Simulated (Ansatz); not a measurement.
**How far is PAW off for HfB2?**

```yaml
crystal:
  lattice:
    - [3.16080, 0.00000, 0.00000]
    - [-1.58040, 2.73733, 0.00000]
    - [0.00000, 0.00000, 3.50305]
  atoms:
    - { symbol: Hf, position: [0.00000, 0.00000, 0.00000] }
    - { symbol: B, position: [0.33333, 0.66667, 0.50000] }
    - { symbol: B, position: [0.66667, 0.33333, 0.50000] }
```

Atom numbers follow the list: Hf1, B2, B3.

The cell comes from COD entry 1510711, which wasn't checked; take it as a given geometry. The listed cell was then made from it by scaling, straining or moving an atom.

No spin–orbit coupling, which matters for the heavy atoms here.

Levels of theory: DFT, PBEsol, PAW with Ansatz's default frozen-core files, scalar-relativistic (Ansatz 0.2.0); DFT, PBEsol, all-electron PAW with datasets made for the crystal, scalar-relativistic (Ansatz 0.2.0); DFT, PBEsol, all-electron LAPW, scalar-relativistic (Ansatz 0.2.0).

For PAW: a Γ-centred 13×13×11 k mesh, Fermi–Dirac smearing of 0.05 eV, cutoff 420 eV, no spin polarisation; the PAW files were made with PBE, and the program remakes their frozen cores for this functional. The crystal-made all-electron datasets (AE datasets) take a cutoff of 400 eV at this cell. LAPW targets a basis error of 0.5 meV/atom. The Ansatz runs share mesh, smearing and spin set-up. Plane-wave (PAW) pressures include the program's estimate of the Pulay term.

Stress and pressure are positive in compression.

The change that made this cell: volume scaled by 1.02.

Spin–orbit coupling is left out, which moves gradients at and beside heavy atoms by some per cent and at worst by a factor of two.

In a metal, gradients converge slowly with the k mesh: the values move by tens of per cent from one mesh to another, at times in sign, so only the comparison on one mesh counts.

```tsv
quantity	PAW	AE datasets	LAPW
pressure (GPa)	-9.03	-8.98	-8.97
stress xx (GPa)	-8.78	-8.75	-8.75
stress zz (GPa)	-9.54	-9.42	-9.42
field gradient Vzz at Hf1 (10²¹ V/m²)	10.70	11.21	–
```

PAW's pressure differs from the LAPW value by -0.06 GPa.
